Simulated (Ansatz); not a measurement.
A trial structure of NaAgPtC₆N₆ was built thus: cyanide-bridged rock-salt net of two metals, 1 guest cations a cell (F-43m, No. 216). The dimensions are guesses.

```
Na Ag Pt C N
1.0
     0.00000    5.19950    5.19950
     5.19950    0.00000    5.19950
     5.19950    5.19950    0.00000
Na Ag Pt C N
1 1 1 6 6
Cartesian
  7.7992 7.7992 7.7992
  0.0000 0.0000 0.0000
  5.1995 5.1995 5.1995
  2.0220 5.1995 5.1995
  5.1995 5.1995 2.0220
  5.1995 8.3770 5.1995
  8.3770 5.1995 5.1995
  5.1995 5.1995 8.3770
  5.1995 2.0220 5.1995
  3.1920 5.1995 5.1995
  5.1995 5.1995 3.1920
  5.1995 7.2070 5.1995
  7.2070 5.1995 5.1995
  5.1995 5.1995 7.2070
  5.1995 3.1920 5.1995
```

Level of theory: Ansatz, DFT PBE, scalar-relativistic, plane waves, PAW. Cutoff 420 eV, Gaussian smearing, Γ-centred meshes. Cell and atoms relax first on a coarse mesh and then on a converged one. In between, the cell is made exact in the group found at 0.06 Å. The steps can't lower the symmetry of their start. No spin polarisation.

A guess keeps its type if space group and coordination stay and the shape of the cell changes little (axis ratios within about 15 %, angles within 6°); the volume may change.

**Question.** Will the relaxed cell still be of the starting type?

**Answer.** It keeps its type. The symmetry stays F-43m (No. 216). The volume per atom grows by 25.9 %, from 18.7 to 23.6 Å³. The shortest distance stays 1.17 Å (C–N). Counting neighbours within 15 % of an atom's shortest distance, the start has Ag 6, C 1, N 1, Na 24, Pt 6 and the end Ag 6, C 1, N 1, Na 24, Pt 6.

The last run used a 4×4×4 mesh for its 15-atom cell and Gaussian smearing of 0.02 eV. Spin–orbit coupling, which can matter for Pt, is left out. A structure relaxed within its symmetry needn't be a true minimum.
